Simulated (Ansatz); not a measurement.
The end point of a relaxation of SrTiO3. Space group P6₃/mmc (No. 194). Level of theory: r2SCAN (plane waves to 500 eV, PAW, scalar-relativistic; Ansatz, an electronic-structure program).

```cif
data_O6Sr2Ti2
_chemical_formula_sum 'Sr2 Ti2 O6'
_space_group_name_H-M_alt 'P 1'
_space_group_IT_number 1
_cell_length_a 5.53451
_cell_length_b 5.53451
_cell_length_c 5.02124
_cell_angle_alpha 90.000
_cell_angle_beta 90.000
_cell_angle_gamma 120.000
loop_
_space_group_symop_operation_xyz
  'x, y, z'
loop_
_atom_site_label
_atom_site_type_symbol
_atom_site_fract_x
_atom_site_fract_y
_atom_site_fract_z
_atom_site_occupancy
Sr1 Sr 0.33333 0.66667 0.75000 1
Sr2 Sr 0.66667 0.33333 0.25000 1
Ti1 Ti 0.00000 0.00000 0.00000 1
Ti2 Ti 0.00000 0.00000 0.50000 1
O1 O 0.15643 0.31286 0.25000 1
O2 O 0.68714 0.84357 0.25000 1
O3 O 0.15643 0.84357 0.25000 1
O4 O 0.84357 0.68714 0.75000 1
O5 O 0.31286 0.15643 0.75000 1
O6 O 0.84357 0.15643 0.75000 1
```

**Question.** What is the computed band gap (r2SCAN)?

**Answer.** 1.99 eV, direct at Γ (no spin-orbit coupling).

No spin polarisation in the result.

The run could not lower the symmetry of its start; a shaken copy of this end point relaxes with r2SCAN to P2₁ (No. 4), 166 meV/atom lower.

The first start was generated by placing the elements on the sites of a structure type. Materials Project lists a structure of SrTiO3 in the same space group, P6₃/mmc (No. 194); the sites were not compared with it, nor with measured phases. Known forms of SrTiO3 include space group No. 221.
